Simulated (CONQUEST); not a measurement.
A self-consistent single point of YGe (Cmcm, 8 atoms in the cell; from Materials Project mp-9971, changed as shown) with CONQUEST.

Level of theory: LDA (PW92), numerical atomic orbitals double-zeta with polarisation (the shipped basis), PseudoDojo norm-conserving potentials made for LDA (CONQUEST).

The change in words: lattice scaled by 0.98. Reference geometry (Cmcm):
```
CELL_PARAMETERS angstrom
      4.28256     0.00000     0.00000
      0.00000    10.72440     0.00000
      0.00000     0.00000     3.95460
ATOMIC_POSITIONS crystal
  Y  0.50000 0.36139 0.75000
  Y  0.00000 0.13861 0.25000
  Y  0.00000 0.86139 0.75000
  Y  0.50000 0.63861 0.25000
  Ge 0.50000 0.08438 0.75000
  Ge 0.00000 0.41562 0.25000
  Ge 0.00000 0.58438 0.75000
  Ge 0.50000 0.91562 0.25000
```

Reference input (self-consistent single point, DFT, LDA (PW92), numerical atomic orbitals double-zeta with polarisation (the shipped basis), PseudoDojo norm-conserving potentials made for LDA): basis = DZP; Diag.MPMeshX, Y, Z = 6 3 7; potentials = PseudoDojo norm-conserving LDA; Grid.GridCutoff = 140 Ha; DM.SolutionMethod = diagon; Diag.kT = 0.003675 Ha; Diag.GammaCentred = true; minE.SCTolerance = 1.0e-06; SC.MaxIters = 100; SC.LinearMixingFactor = 0.3; SC.KerkerPreCondition = true; SC.KerkerFactor = 0.5 1/bohr. This run's input differs from it in these lines:

```diff
@@ -34,5 +34,5 @@
 # file: YGe.in
-     4.282560000      0.000000000      0.000000000
-     0.000000000     10.724400000      0.000000000
-     0.000000000      0.000000000      3.954600000
+     4.196909000      0.000000000      0.000000000
+     0.000000000     10.509912000      0.000000000
+     0.000000000      0.000000000      3.875508000
 8
```

The program printed (abridged):

```
    new_SC_potl: Starting.  Tolerance:  0.10000E-05

    PulayMixSC: Starting Pulay mixing, A_up =  0.300 A_dn =  0.300
    PulayMixSC: Spin non-polarised calculation.
    PulayMixSC: with Kerker preconditioning, q0 =  0.500
          Harris-Foulkes Energy            :    -14166.098499309688123 eV
          GroundState Energy (E-(1/2)TS)   :    -14166.170787596829541 eV
          Free Energy (E-TS)               :    -14166.243075883972779 eV
          DFT Total Energy                 :    -14165.080851845772486 eV
          Total number of electrons        :       100.000000000004647
   [... lines left out ...]
          Total number of electrons        :       100.000142070040340
    PulayMixSC: Pulay iteration    19 residual:              0.11117E-05
          Harris-Foulkes Energy            :    -14165.389112063860011 eV
          GroundState Energy (E-(1/2)TS)   :    -14165.463057264571034 eV
          Free Energy (E-TS)               :    -14165.537002465285696 eV
          DFT Total Energy                 :    -14165.389110999609329 eV
          Total number of electrons        :       100.000145016990160
    PulayMixSC: Pulay iteration    20 residual:              0.70208E-06
    PulayMixSC: Reached SCF tolerance of  0.70208E-06 after     20 iterations
      | Number of electrons      =       100.000145
      |* band energy as 2Tr[K.H] =     -2570.247131536292727 eV
      |  screened ion-ion energy =    -10805.392754154714567 eV
      |  Ha correction           =        64.277483349665204 eV
      |  XC correction           =      -854.026470664249132 eV
      | GS Energy as E-(1/2)TS   =    -14165.463057264571034 eV
      | Free Energy as E-TS      =    -14165.537002465285696 eV
      |* Harris-Foulkes energy   =    -14165.389112063860011 eV
      |* DFT total energy        =    -14165.389110999609329 eV
      |  estimated accuracy      =        -0.000001064252162 eV

    force: Forces on atoms (eV/A )
    force:  Atom   X              Y              Z
   [... lines left out ...]
    force: Maximum force :        0.19079885(eV/A ) on atom         6 in y direction
   [... lines left out ...]
    force: Force Residual:        0.14037785 eV/A
    force: Total stress:         -0.69606755     0.00000000     0.00000000 GPa
                             0.00000000    -1.06129546    -0.00000000
                             0.00000000    -0.00000000    -1.44841201
    force: Average pressure:      1.06859168 GPa

    force: Finished force
    get_E_and_F: Change in energy during last step of electronic optimisation: -0.55551E-07
```

The run converged in 20 iterations. CONQUEST prints the stress tensor with tension positive. Against the reference run the free energy falls by 13.6 meV/atom, the pressure goes from -4.07 to 1.07 GPa and the largest force hardly changes (0.193 to 0.191 eV/Å).

The program uses no crystal symmetry, so grid and mesh can part values that symmetry would make equal. The atom-centred basis is finite, which shifts total energies, pressures and forces against plane waves. The structure comes from a collection of computed structures, made at another level of theory; the collection holds predicted forms beside known ones. No clean gap shows at this smearing width and mesh (spacing up to 0.25 Å⁻¹); the mesh is coarse for partly filled bands, so the values carry mesh errors.

Cost on one core: about 7 core-minutes (a rough figure).
